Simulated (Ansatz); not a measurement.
Input and command of a plane-wave DFT calculation in Ansatz:

```yaml
crystal:
  lattice:
    - [5.1890607703, 0.0, 0.0]
    - [-2.5466695087, 5.1022797893, 0.0]
    - [-0.0710032524, -2.6703766702, 6.5738420661]
  atoms:
    - { symbol: V, position: [0.632249, 0.762387, 0.22299], spin: 0.91 }
    - { symbol: V, position: [0.628452, 0.758754, 0.720518], spin: 1.46 }
    - { symbol: V, position: [0.367751, 0.237613, 0.77701], spin: 0.91 }
    - { symbol: V, position: [0.371548, 0.241246, 0.279482], spin: 1.46 }
    - { symbol: V, position: [0.0, 0.5, 0.5], spin: -1.44 }
    - { symbol: V, position: [0.0, 0.5, 0.0], spin: 1.54 }
    - { symbol: O, position: [0.193962, 0.49093, 0.747054] }
    - { symbol: O, position: [0.806038, 0.50907, 0.252946] }
    - { symbol: O, position: [0.053459, 0.897136, 0.666727] }
    - { symbol: O, position: [0.346998, 0.87206, 0.161507] }
    - { symbol: O, position: [0.946541, 0.102864, 0.333273] }
    - { symbol: O, position: [0.653002, 0.12794, 0.838493] }
    - { symbol: O, position: [0.728699, 0.66233, 0.947875] }
    - { symbol: O, position: [0.419157, 0.654189, 0.43763] }
    - { symbol: O, position: [0.271301, 0.33767, 0.052125] }
    - { symbol: O, position: [0.580843, 0.345811, 0.56237] }
basis:
  ecutwfc: 420
kpoints:
  mp_grid: { grid: [4, 4, 4] }
hamiltonian:
  xc: pbesol
scf:
  occupations: { method: gaussian, width: 0.1 }
output:
  forces: true
  stress: true
  eigenvalues: true
  populations: true
magnetization:
  spin_polarized: true
relax:
  adjacent_minimum: "off"
  f_tol: 0.05
  max_steps: 80
  cell: { stress_tol: 0.5 }
```

```bash
ansatz run input.yaml --threads 4 --pin off --max-ram 10240MiB --backend cpu --events-out ev --progress --plain --runs-dir out
```

Processor: Intel(R) Xeon(R) Platinum 8488C (Sapphire Rapids), 4 threads, on a host shared with other jobs.

How long does it run, and how much memory does it take?

About 4.8 min on 4 threads of Intel(R) Xeon(R) Platinum 8488C (Sapphire Rapids), with other jobs on the host, peak memory 1.3 GiB. It solves 89 bands at 36 k points (the mesh reduced by symmetry) with about 3053 plane waves (on the last cell), in 147 SCF iterations over 11 ionic steps.
